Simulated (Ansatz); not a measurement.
FeB2:
```cif
data_B2Fe
_chemical_formula_sum 'B2 Fe1'
_space_group_name_H-M_alt 'P6/mmm'
_space_group_IT_number 191
_space_group_name_Hall '-P 6 2'
_cell_length_a 2.97954
_cell_length_b 2.97954
_cell_length_c 3.16692
_cell_angle_alpha 90.000
_cell_angle_beta 90.000
_cell_angle_gamma 120.000
loop_
_atom_site_label
_atom_site_type_symbol
_atom_site_symmetry_multiplicity
_atom_site_Wyckoff_symbol
_atom_site_fract_x
_atom_site_fract_y
_atom_site_fract_z
_atom_site_occupancy
B1 B 2 d 0.33333 0.66667 0.50000 1
Fe1 Fe 1 a 0.00000 0.00000 0.00000 1
```
The run is spin-polarised.

Relaxed at zero pressure with DFT-r²SCAN in the program Ansatz with PAW potentials.

Task: The volume is lowered by 6 % and shape and atoms relax at that volume. What pressure results, and how do the axes share the change?

Result: 12.5 GPa; a -1.2 %, b -1.2 %, c -3.6 %; the energy rises by 19 meV/atom.

Task: Give the new structure.

Result: 
Space group P6/mmm (No. 191); a = 2.943 Å, b = 2.943 Å, c = 3.052 Å, α = 90.00°, β = 90.00°, γ = 120.00°

```tsv
atom	site	symmetry	x	y	z
B	2d	-6m2	0.3333	0.6667	0.5000
Fe	1a	6/mmm	0.0000	0.0000	0.0000
```

The phase is kept; no other phase was compared at this pressure.

The workflow started from an entry of the Crystallography Open Database (COD). Whether it is the stable phase at ambient conditions was not checked. The r²SCAN relaxation kept the symmetry of its start; whether a distortion lowers the energy is not shown. Spin order of the final state: ferromagnetic, chosen from 5 collinear starts compared on coarse meshes (ties went to the first, and starts can fall back to one state), not a proven ground state. Other orbital occupations within this spin state were not tried.

Potentials: the later of the program's two PAW sets.
